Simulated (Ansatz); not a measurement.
SiO2: pressure against volume

SiO2, Im-3m, a = 9.853 Å. This isn't the usual stable structure of the compound. Ansatz: LDA, PAW, 420 eV, Γ-centred 4×4×4 mesh on 24 atoms, Gaussian smearing 0.02 eV; no spin polarisation. Shape and atoms are relaxed at each volume; pressure is positive in compression.

```tsv
V (Å³/atom)	P (GPa)
17.538	15.48
18.136	10.90
18.734	6.81
19.332	3.17
19.930	-0.05
20.528	-2.90
21.126	-5.41
21.923	?
```

Problem. Take V0 = 19.930 Å³/atom, count pressures from its P0 = -0.05 GPa, fit the third-order Birch–Murnaghan form to the other rows, and predict the missing pressure.

Solution. With the Eulerian strain f = ½[(V0/V)^(2/3) − 1] and y = (P − P0)/[3f(1 + 2f)^(5/2)], the form is the line y = B0 + 1.5 B0 (B0′ − 4) f. Rows (f, y): 0.04449, 94.0; 0.03245, 96.1; 0.02106, 97.9; 0.01026, 99.4; -0.00976, 102.3; -0.01905, 103.4. Means f = 0.01324, y = 98.850; Σ(Δf)² = 0.002987, ΣΔfΔy = -0.4397; the slope is their ratio. y = 100.8 − 147.2 f GPa, so B0 = 100.8 GPa and B0′ = 4 + 2 × (-147.2)/(3 × 100.8) = 3.03. At V = 21.923, f = -0.03078, y = 105.33 and P = -8.35 GPa. The run gave -8.26 GPa, so the fit is 0.09 GPa too low, a small miss on the scale of the series. The form still works here, 22 % of the fitted range beyond its end.

Cost: 8 runs of about 13 core-minutes in all, on Oxide Virtual Turin-like Processor (Zen 5) (shared hosts).